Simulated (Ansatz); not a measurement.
Core-level photoemission in CuI

Cell: a structure deposited in the COD, its atoms then relaxed with PBE in this cell, repeated to a supercell; a hole's nearest image is 8.6 Å away.

Space group F-43m (No. 216); a = 6.0630 Å.

```
site  Wyckoff  site symmetry       x       y       z
 Cu1       4c           -43m  0.2500  0.2500  0.2500
  I9       4a           -43m  0.0000  0.0000  0.0000
```

One atom of each set is listed; the run and its k-mesh use a cell of 16 atoms with edges of 8.57, 8.57, 8.57 Å.

All values are calculated (Ansatz; DFT, PBE, plane waves and PAW, scalar-relativistic, 420 eV cutoff, Γ-centred 3×3×3 k-points, fixed occupations), not measured.

Each value is a total-energy difference between the cell with one core hole and the ground state (ΔSCF), counted from the top of the valence band. The cell with the hole is spin-polarised, as the shell with the hole is left with one unpaired spin. The periodic images are corrected with the calculated ε∞ = 6.29.

Q: What binding energies does the calculation give for Cu 2p, I 3d?

A: 

```json
{"line": "Cu 2p", "atom": "1", "first shell": "4 I at 2.63 Å", "E_B (eV)": "936.6", "j = l + ½ / j = l − ½ (eV)": "929.9 / 950.0"}
{"line": "I 3d", "atom": "9", "first shell": "4 Cu at 2.63 Å", "E_B (eV)": "620.2", "j = l + ½ / j = l − ½ (eV)": "615.6 / 627.1"}
```

For p, d and f shells E_B is the weighted mean of the two lines, whose splitting comes from the free atom's Dirac orbitals.

The program doubts some values: the cell is too small to check the potential alignment. Absolute PBE values can be off by an eV or more, and the 3d and 4f lines of heavy atoms by several eV. Multiplets, satellites and widths aren't calculated.
